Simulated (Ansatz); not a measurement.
An Ansatz (a quantum-chemistry and plane-wave program) run. Input:

Ansatz 0.2 input:
```yaml
crystal:
  lattice:
    - [3.0532787975, 0.0, 0.0]
    - [-1.5266393987, 2.6442170035, 0.0]
    - [0.0, 0.0, 5.003138259]
  atoms:
    - { symbol: Li, position: [0.3333333333, 0.6666666667, 0.25] }
    - { symbol: Li, position: [0.6666666667, 0.3333333333, 0.75] }
kpoints:
  mp_grid: { grid: [32, 32, 17] }
hamiltonian:
  xc: pbesol
  pseudopotentials: { azcp: { folder: ./paw }, kind: paw }
scf:
  occupations: { method: fermi_dirac, width: 0.1 }
elastic: { mode: relaxed_ion, stencil: two_point, amplitude: 0.005, f_tol: 0.0005 }
```

Output (shortened):

```
Pseudopotential: Li, paw, valence charge 3
Functional definition: PBEsol
Crystal: 2 atoms, lattice volume = 40.393 Å³
Basis set: ecut = 420 eV, 785 PW (Γ), exchange–correlation on 48×48×72 points (8 copies of the dense FFT grid, shifted against one another)
Bands: 7, of which v1, the nominal top of the filled ones, is band 3 counted from 1 (2 counted from 0)
Symmetry: 24 space group operations
Space group: P63/mmc (ITA 194), of the structure as read, at distance tolerance 3.4e-5 Å
k-points: 918 of 17408
SCF 1 converged in 7 iterations: F = -406.015378 eV  dr2 = 5.48e-17
Crystal: 2 atoms, lattice volume = 40.191 Å³
Symmetry: 8 space group operations
k-points: 2457 of 17408
SCF 2 converged in 6 iterations: F = -406.015249 eV  dr2 = 5.69e-14
relax step   1: F+E_penalty+E_count = -406.01524899 eV  Δ(F+E_penalty+E_count) = +0.000e0 eV  max|allowed force component| = 2.122e-3 eV/Å  Δτ_max = 0.0000 Å  (6 SCF iters, accepted)
Crystal: 2 atoms, lattice volume = 40.191 Å³
SCF 3 converged in 4 iterations: F = -406.015258 eV  dr2 = 9.53e-14
relax step   2: F+E_penalty+E_count = -406.01525825 eV  Δ(F+E_penalty+E_count) = -9.264e-6 eV  max|allowed force component| = 9.911e-4 eV/Å  Δτ_max = 0.0030 Å  (4 SCF iters, accepted)
Crystal: 2 atoms, lattice volume = 40.191 Å³
SCF 4 converged in 5 iterations: F = -406.015261 eV  dr2 = 1.92e-15
relax step   3: F+E_penalty+E_count = -406.01526081 eV  Δ(F+E_penalty+E_count) = -2.559e-6 eV  max|allowed force component| = 1.065e-5 eV/Å  Δτ_max = 0.0026 Å  (5 SCF iters, accepted)
Crystal: 2 atoms, lattice volume = 40.191 Å³
SCF 5 converged in 5 iterations: F = -406.015261 eV  dr2 = 4.60e-14
Crystal: 2 atoms, lattice volume = 40.595 Å³
SCF 6 converged in 6 iterations: F = -406.015347 eV  dr2 = 6.84e-14
relax step   1: F+E_penalty+E_count = -406.01534728 eV  Δ(F+E_penalty+E_count) = +0.000e0 eV  max|allowed force component| = 2.151e-3 eV/Å  Δτ_max = 0.0000 Å  (6 SCF iters, accepted)
Crystal: 2 atoms, lattice volume = 40.595 Å³
SCF 7 converged in 5 iterations: F = -406.015359 eV  dr2 = 2.76e-15
relax step   2: F+E_penalty+E_count = -406.01535949 eV  Δ(F+E_penalty+E_count) = -1.221e-5 eV  max|allowed force component| = 3.881e-5 eV/Å  Δτ_max = 0.0056 Å  (5 SCF iters, accepted)
Crystal: 2 atoms, lattice volume = 40.595 Å³
SCF 8 converged in 4 iterations: F = -406.015359 eV  dr2 = 8.32e-14
Crystal: 2 atoms, lattice volume = 40.191 Å³
SCF 9 converged in 5 iterations: F = -406.015285 eV  dr2 = 7.68e-14
Crystal: 2 atoms, lattice volume = 40.595 Å³
SCF 10 converged in 5 iterations: F = -406.015290 eV  dr2 = 1.03e-16
Crystal: 2 atoms, lattice volume = 40.393 Å³
Symmetry: 4 space group operations
k-points: 4497 of 17408
SCF 11 converged in 7 iterations: F = -406.015362 eV  dr2 = 1.64e-15
relax step   1: F+E_penalty+E_count = -406.01536247 eV  Δ(F+E_penalty+E_count) = +0.000e0 eV  max|allowed force component| = 3.038e-5 eV/Å  Δτ_max = 0.0000 Å  (7 SCF iters, accepted)
Crystal: 2 atoms, lattice volume = 40.393 Å³
SCF 12 converged in 5 iterations: F = -406.015362 eV  dr2 = 4.82e-14
Crystal: 2 atoms, lattice volume = 40.393 Å³
SCF 13 converged in 7 iterations: F = -406.015362 eV  dr2 = 2.12e-15
relax step   1: F+E_penalty+E_count = -406.01536247 eV  Δ(F+E_penalty+E_count) = +0.000e0 eV  max|allowed force component| = 3.038e-5 eV/Å  Δτ_max = 0.0000 Å  (7 SCF iters, accepted)
Crystal: 2 atoms, lattice volume = 40.393 Å³
SCF 14 converged in 5 iterations: F = -406.015362 eV  dr2 = 3.97e-14
SCF converged after 7 iterations
Free energy (F): -406.015378 eV
Harris-Foulkes:  -406.015378 eV  (|F-HF|=0.00e0)
Internal energy: -405.983837 eV  (E = F + TS)
E sigma→0 (E₀):  -405.999607 eV
Entropy (-TS):   -0.031541 eV (-15.771 meV/atom)
Fermi energy:    1.009889 eV
--- Per-component energies (eV) ---
  E_band       = -180.323710
  E_kinetic    = 31.274412
  E_local      = -279.517530  (includes V_loc(G=0)·N_el)
  E_nonlocal   = -39.413195
  E_hartree    = 80.445199
  E_xc         = -16.239307
  E_vxc        = -21.053799  (∫ρ·V_xc dr)
  E_paw        = -45.090284  (= ΣΔE_a)
  E_vpaw       = -32.504505  (= ΣTr[D̂ρ^β])
  E_aug_tail   = 0.000509  (compensation charges beyond the density's cutoff)
  E_ewald      = -137.443641
  E_smearing   = -0.031541  (= −TS)
  E_closure    = 0.000000  (closes the sum)
  Σ components = -406.015378   (vs F -406.015378, Δ=0.00e0)
--- Forces (eV/Å), atoms counted from 1 ---
  atom   1  Li     0.00000000     0.00000000     0.00000000
  atom   2  Li     0.00000000     0.00000000     0.00000000
  max |Σ_I F_I| component: 4.63e-18 eV/Å
--- Stress (GPa, compression-positive) ---
        0.038376       0.000000       0.000000
        0.000000       0.038376       0.000000
        0.000000       0.000000       0.001746
  P = ⅓ Tr σ = 0.0262 GPa (0.262 kbar)
--- Band table (eV; the first three rows and the last of 918) ---
  k-point 0: bands = ["-44.9175", "-44.8984", "-2.5532", "0.9819", "3.9205", "13.5832", "13.5832"]
  k-point 1: bands = ["-44.9173", "-44.8986", "-2.5377", "0.8873", "4.0521", "13.5985", "13.5985"]
  k-point 2: bands = ["-44.9168", "-44.8991", "-2.4915", "0.6437", "4.4068", "13.6440", "13.6440"]
  k-point 917: bands = ["-44.8935", "-44.8934", "3.1122", "3.1316", "3.7116", "4.0088", "7.2888"]
--- Elastic constants: 3 strain directions × 2 members + reference (group order 24) ---
  dense FFT box of the reference and of every strained cell: 24×24×36
  strains applied: 11, 33, 23; error gains …
  C = ∂σ_k/∂η_j (tension-positive GPa; Voigt order 11 22 33 23 13 12):
        21.519     13.080      6.323      0.000      0.000      0.000
        13.080     21.519      6.323      0.000      0.000      0.000
         6.288      6.288     28.709      0.000      0.000      0.000
         0.000      0.000      0.000      4.895      0.000      0.000
         0.000      0.000      0.000      0.000      4.895      0.000
         0.000      0.000      0.000      0.000      0.000      4.219
  reference stress σ⁰ (GPa):     -0.038     -0.038     -0.002      0.000      0.000      0.000
  moduli (Voigt/Reuss/Hill, GPa): K = 13.68/13.68/13.68   G = 5.87/5.14/5.51   E = 14.57   ν = 0.323
  mechanically stable: yes (min eigenvalue of sym C = 4.22 GPa)
  strain η (Voigt 11):  stress-route row diagonal C_11 = 21.52 GPa, energy-path curvature d²(F+E_count+ΔE)/dδ²/Ω₀ = 21.52 GPa
         δ    σ_11 (GPa)             F (eV)   n_scf  n_hpsi   n_pw
    -5.000e-3      -0.1482        -406.0152608       5  288872    802   relax 3 steps, max|allowed force component| 1.07e-5 eV/Å
     5.000e-3       0.0670        -406.0153595       4  282278    807   relax 2 steps, max|allowed force component| 3.88e-5 eV/Å
  strain η (Voigt 33):  stress-route row diagonal C_33 = 28.71 GPa, energy-path curvature d²(F+E_count+ΔE)/dδ²/Ω₀ = 28.71 GPa
         δ    σ_33 (GPa)             F (eV)   n_scf  n_hpsi   n_pw
    -5.000e-3      -0.1457        -406.0152850       5  108347    800   relax 0 steps, max|allowed force component| 1.04e-17 eV/Å
     5.000e-3       0.1413        -406.0152899       5  119173    810   relax 0 steps, max|allowed force component| 5.78e-18 eV/Å
  strain η (Voigt 23):  stress-route row diagonal C_44 = 4.89 GPa, energy-path curvature d²(F+E_count+ΔE)/dδ²/Ω₀ = 4.91 GPa
         δ    σ_23 (GPa)             F (eV)   n_scf  n_hpsi   n_pw
    -5.000e-3      -0.0245        -406.0153625       5  529305    803   relax 1 steps, max|allowed force component| 3.04e-5 eV/Å
     5.000e-3       0.0245        -406.0153625       5  529639    803   relax 1 steps, max|allowed force component| 3.04e-5 eV/Å
```

Cost: very roughly 15 core-minutes on shared cores.

Space group P6_3/mmc (hcp (Mg type)). The first step of the workflow began from a Materials Project structure, measured or hypothetical; the Crystallography Open Database files this formula in space group No. 194, but the cells were not matched. It is not the phase usual at ambient conditions (space group No. 229). The cell was relaxed with PBEsol under the symmetry of its start; its stability against distortions is not shown here. As this level gives no gap, shear constants depend on the k-mesh and smearing (Fermi–Dirac, 0.1 eV here). Axis ratios of metals converge slowly with the k-mesh, so a and c are less sure than the volume.

Potentials: the earlier of the program's two PAW sets. The files were generated under PBE; for other functionals the program regenerates the frozen cores, and for LDA and PBEsol the local potential too.

Ansatz is a plane-wave DFT program.
